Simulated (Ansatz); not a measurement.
InP (zinc blende), relaxed with r²SCAN (Ansatz, an electronic-structure program, plane waves, PAW): a = b = c = 5.907 Å, α = β = γ = 90.00°.

```
Quantity                              Result
------------------------------------  ------
gap (eV)                                1.03
ΔH_f (eV/atom)                         -0.38
B₀ by P(V) fit (GPa)                    68.2
K_Hill (GPa)                            68.4
G_Hill (GPa)                            34.3
highest Γ mode, no LO–TO term (cm⁻¹)     296
electron conductivity mass (mₑ)        0.074
Θ_D (K)                                  304
```

**Question.** The same phase is relaxed and computed with LDA in the same code. What are the cell and these values now?

**Answer.** a = 5.8268 Å, b = 5.8268 Å, c = 5.8268 Å, α = 90.00°, β = 90.00°, γ = 90.00°.

* **gap (eV)**: 0.58
* **ΔH_f (eV/atom)**: -0.21
* **B₀ by P(V) fit (GPa)**: 71.2
* **K_Hill (GPa)**: 71.3
* **G_Hill (GPa)**: 34.0
* **highest Γ mode, no LO–TO term (cm⁻¹)**: 304
* **electron conductivity mass (mₑ)**: 0.046
* **Θ_D (K)**: 301

All cells were relaxed under the symmetry of their starts (and spin orders); stability against distortions was not tested throughout. Scalar-relativistic: spin–orbit coupling is off unless named, which matters more the heavier the elements.

Potentials: the later of the program's two PAW sets.

Ansatz is a plane-wave DFT program.

Formation energies count from the lowest solids of the elements computed at the same level, not from gases.
